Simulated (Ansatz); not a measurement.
Consider the following.

Pd (fcc, Cu type)

```yaml
crystal:
  lattice:
    - [0.00000, 3.90836, 3.90836]
    - [1.95418, 0.00000, 1.95418]
    - [1.95418, 1.95418, 0.00000]
  atoms:
    - { symbol: Pd, position: [0.00000, 0.00000, 0.00000] }
    - { symbol: Pd, position: [0.50000, 0.00000, 0.00000] }
```

The atoms are displaced by Q × the pattern below (from a DFPT mode at L = (0.5, 0.0, 0.0), largest move 1; Q in Å), at fixed cell. (q is in reciprocal vectors of the primitive cell; the cell shown is doubled to hold the pattern.)

```tsv
atom	x	y	z
Pd1	0.577	-0.577	-0.577
Pd2	-0.577	0.577	0.577
```

Calculation: r2SCAN (plane waves to 500 eV, PAW, scalar-relativistic; Ansatz, an electronic-structure program). k mesh 10×20×20 (Γ-centred), Fermi-Dirac smearing 0.05 eV. The energy includes the smearing's −TS. With partly filled bands, energies and forces of such displacements shift with the k mesh and the smearing. Pd is run without spin polarisation. Pd was relaxed with its symmetry unable to fall. The zero of ΔE is the undisplaced structure.

The scan covers Q from -0.100 to 0.100 Å in 13 points.

Which space group does the distorted structure have?

R-3m (No. 166), lowered from Fm-3m.

Is this a single well or a double well?

A single well with its minimum at or next to zero displacement.

What is the energy change at Q = 0.100 Å?

201 meV/cell.

What harmonic wavenumber does the curvature at Q = 0 give?

224 cm⁻¹.

(For displaced atoms, the force is minus the slope of the energy, and its curvature is a force constant, which sets phonon frequencies.)
